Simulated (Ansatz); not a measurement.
# Eigenvalues along a path: YSb (zincblende type)

```yaml
crystal:
  lattice:
    - [0.00000, 2.78226, 2.78226]
    - [2.78226, 0.00000, 2.78226]
    - [2.78226, 2.78226, 0.00000]
  atoms:
    - { symbol: Y, position: [0.00000, 0.00000, 0.00000] }
    - { symbol: Sb, position: [0.25000, 0.25000, 0.25000] }
```

The cell comes from a relaxation on PAW files under the same functional, begun from a prototype that needn't be the stable phase.

Level of theory: DFT with LDA, scalar-relativistic, in Ansatz 0.2.0; a Γ-centred 12×12×12 k mesh, Fermi–Dirac smearing of 0.1 eV, no spin polarisation. LAPW: all electrons, basis error target 1 meV/atom.

This run: volume at 0.55 of the series' base cell.

Spin–orbit coupling is left out, which matters for the heavy atoms. The structure type is held throughout; the real material can change phase at far lower pressure.

Path points, in fractions of the reciprocal vectors: Γ (0.000, 0.000, 0.000), X (-0.500, -0.500, 0.000), U (-0.375, -0.375, 0.250), K (-0.375, 0.000, 0.375), L (0.000, 0.000, 0.500), W (-0.500, -0.250, 0.250). The distance column jumps between branches of the path. Levels in eV from the Fermi level; bands 20 to 30, counted from the lowest band of the run. The gap is zero, the pressure 76.3 GPa.

```
# k(1/Å) point b20 b21 b22 b23 b24 b25 b26 b27 b28 b29 b30
0.000 Γ -21.50 -21.50 -21.50 -10.68 -2.34 -2.34 -2.34 2.53 2.53 4.29 7.64
0.141 - -21.53 -21.51 -21.51 -10.59 -2.48 -2.28 -2.28 2.33 2.56 4.56 7.67
0.282 - -21.63 -21.55 -21.55 -10.33 -2.84 -2.12 -2.12 1.82 2.65 5.29 7.84
0.423 - -21.77 -21.60 -21.60 -9.94 -3.28 -1.85 -1.85 1.19 2.79 6.29 8.00
0.565 - -21.93 -21.67 -21.67 -9.46 -3.71 -1.47 -1.47 0.62 2.97 7.10 7.27
0.706 - -22.08 -21.73 -21.73 -8.98 -4.07 -1.02 -1.02 0.19 3.16 6.19 6.19
0.847 - -22.21 -21.79 -21.79 -8.56 -4.33 -0.52 -0.52 -0.04 3.34 5.17 5.17
0.988 - -22.29 -21.82 -21.82 -8.28 -4.48 -0.10 -0.08 -0.08 3.47 4.40 4.40
1.129 X -22.32 -21.83 -21.83 -8.18 -4.53 -0.09 0.10 0.10 3.52 4.09 4.09
1.179 - -22.32 -21.84 -21.83 -8.18 -4.52 -0.10 0.09 0.09 3.50 3.91 4.13
1.229 - -22.32 -21.84 -21.83 -8.18 -4.48 -0.14 0.04 0.06 3.46 3.77 4.22
1.279 - -22.32 -21.85 -21.82 -8.18 -4.42 -0.24 -0.03 0.04 3.39 3.68 4.37
1.329 - -22.31 -21.86 -21.82 -8.19 -4.33 -0.41 -0.13 0.06 3.31 3.66 4.55
1.379 - -22.31 -21.88 -21.81 -8.19 -4.22 -0.62 -0.24 0.10 3.20 3.69 4.78
1.429 - -22.31 -21.89 -21.80 -8.20 -4.09 -0.86 -0.35 0.17 3.09 3.76 5.03
1.478 - -22.30 -21.90 -21.79 -8.22 -3.94 -1.11 -0.48 0.27 2.96 3.88 5.31
1.528 U -22.30 -21.91 -21.77 -8.24 -3.79 -1.38 -0.60 0.41 2.83 4.02 5.58
2.220 K -22.30 -21.91 -21.77 -8.24 -3.79 -1.38 -0.60 0.41 2.83 4.02 5.58
2.370 - -22.28 -21.90 -21.72 -8.37 -3.29 -2.13 -0.95 1.07 2.39 4.48 5.50
2.519 - -22.24 -21.86 -21.67 -8.61 -2.95 -2.59 -1.26 1.98 2.13 4.24 5.86
2.669 - -22.15 -21.78 -21.62 -8.97 -3.17 -2.32 -1.52 1.70 3.37 3.67 6.73
2.819 - -22.02 -21.70 -21.58 -9.42 -3.25 -2.08 -1.75 1.62 2.84 5.10 7.13
2.968 - -21.85 -21.62 -21.54 -9.88 -3.10 -2.03 -1.98 1.75 2.51 5.86 7.12
3.118 - -21.67 -21.56 -21.52 -10.30 -2.80 -2.17 -2.14 2.04 2.45 5.30 7.18
3.268 - -21.55 -21.51 -21.50 -10.58 -2.48 -2.29 -2.28 2.37 2.50 4.59 7.45
3.417 Γ -21.50 -21.50 -21.50 -10.68 -2.34 -2.34 -2.34 2.53 2.53 4.29 7.64
3.540 - -21.53 -21.50 -21.50 -10.61 -2.43 -2.30 -2.30 2.46 2.46 4.49 7.46
3.662 - -21.63 -21.52 -21.52 -10.42 -2.66 -2.21 -2.21 2.32 2.32 4.98 7.13
3.784 - -21.77 -21.54 -21.54 -10.13 -2.93 -2.09 -2.09 2.20 2.20 5.34 7.15
3.906 - -21.93 -21.57 -21.57 -9.79 -3.17 -1.96 -1.96 2.19 2.19 5.17 7.42
4.029 - -22.10 -21.60 -21.60 -9.45 -3.30 -1.86 -1.86 2.35 2.35 4.74 6.47
4.151 - -22.23 -21.62 -21.62 -9.16 -3.34 -1.81 -1.81 2.66 2.66 4.22 5.72
4.273 - -22.32 -21.63 -21.63 -8.97 -3.31 -1.79 -1.79 3.03 3.03 3.75 5.32
4.395 L -22.35 -21.64 -21.64 -8.91 -3.29 -1.79 -1.79 3.22 3.22 3.57 5.21
4.495 - -22.35 -21.65 -21.64 -8.88 -3.27 -1.85 -1.75 3.15 3.21 3.45 5.35
4.595 - -22.34 -21.69 -21.66 -8.80 -3.23 -2.01 -1.63 2.77 3.19 3.39 5.74
4.695 - -22.32 -21.75 -21.68 -8.67 -3.18 -2.20 -1.43 2.19 3.17 3.42 6.15
4.795 - -22.31 -21.81 -21.71 -8.53 -3.15 -2.35 -1.14 1.58 3.16 3.46 6.11
4.894 - -22.29 -21.86 -21.75 -8.39 -3.19 -2.39 -0.80 1.00 3.15 3.52 5.74
4.994 - -22.29 -21.88 -21.78 -8.27 -3.27 -2.31 -0.47 0.55 3.16 3.61 5.23
5.094 - -22.29 -21.89 -21.82 -8.20 -3.34 -2.20 -0.32 0.34 3.16 3.71 4.75
5.194 W -22.29 -21.88 -21.84 -8.17 -3.37 -2.15 -0.33 0.34 3.16 3.79 4.52
5.264 - -22.29 -21.87 -21.84 -8.17 -3.47 -2.02 -0.33 0.33 3.16 3.78 4.51
5.335 - -22.29 -21.87 -21.84 -8.17 -3.68 -1.71 -0.31 0.31 3.17 3.77 4.46
5.405 - -22.30 -21.86 -21.84 -8.18 -3.91 -1.32 -0.27 0.28 3.20 3.76 4.39
5.476 - -22.31 -21.85 -21.84 -8.18 -4.13 -0.92 -0.23 0.24 3.24 3.75 4.30
5.547 - -22.31 -21.85 -21.84 -8.18 -4.30 -0.53 -0.19 0.20 3.30 3.75 4.22
5.617 - -22.32 -21.84 -21.84 -8.18 -4.43 -0.20 -0.14 0.15 3.40 3.77 4.15
5.688 - -22.32 -21.84 -21.83 -8.18 -4.51 -0.11 0.02 0.12 3.48 3.87 4.11
5.758 X -22.32 -21.83 -21.83 -8.18 -4.53 -0.09 0.10 0.10 3.52 4.09 4.09
```
